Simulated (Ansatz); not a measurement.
**Structure relaxation, SrO**

The start is a relaxed SrO cell deformed by the Cartesian strain tensor (xx, yy, zz, yz, xz, xy) = (-0.037, -0.110, -0.044, -0.025, 0.053, 0.016). The structure is fully relaxed (lattice and positions, P = 0) with r2SCAN (plane waves to 500 eV, PAW, scalar-relativistic; Ansatz, a first-principles code). The first steps use a coarse 9×8×8 k-mesh.

The start:
```
CELL_PARAMETERS angstrom
      0.17931     2.23296     2.40324
      2.62254    -0.02193     2.60448
      2.52579     2.33745     0.07482
ATOMIC_POSITIONS crystal
  O  0.00000 0.00000 0.00000
  Sr 0.50000 0.50000 0.50000
```

Q: By how much does the energy per atom fall from start to end?

A: 0.33 eV/atom.

Q: How does the volume change?

A: +22.5 %, from 14.01 to 17.17 Å³/atom.

Q: Does it find its way back to the structure it was made from?

A: The parent structure is recovered, Fm-3m (No. 225).

Q: How do the shortest distances between atoms change?

A: The closest pairs of elements (up to four, under 3.6 Å), start → end: O–Sr 2.30 → 2.58 Å; Sr–Sr 3.29 → 3.65 Å; O–O 3.29 → 3.65 Å.

Q: Is the relaxed structure metallic? Give its gap.

A: 3.80 eV, indirect (valence top at Γ, conduction bottom at X) (no spin-orbit coupling).

Relaxed structure:

```cif
data_O4Sr4
_chemical_formula_sum 'O4 Sr4'
_space_group_name_H-M_alt 'Fm-3m'
_space_group_IT_number 225
_space_group_name_Hall '-F 4 2 3'
_cell_length_a 5.15977
_cell_length_b 5.15977
_cell_length_c 5.15977
_cell_angle_alpha 90.000
_cell_angle_beta 90.000
_cell_angle_gamma 90.000
loop_
_atom_site_label
_atom_site_type_symbol
_atom_site_symmetry_multiplicity
_atom_site_Wyckoff_symbol
_atom_site_fract_x
_atom_site_fract_y
_atom_site_fract_z
_atom_site_occupancy
O1 O 4 a 0.00000 0.00000 0.00000 1
Sr1 Sr 4 b 0.50000 0.50000 0.50000 1
```
(The calculation used a cell of 2 atoms; values per cell refer to that cell.)

Final values are on a 11×11×11 k-mesh of the relaxed cell. No spin polarisation in the result.

The run could not lose the symmetry of its start.

All atoms sit on sites fixed by symmetry, so only the cell could relax.
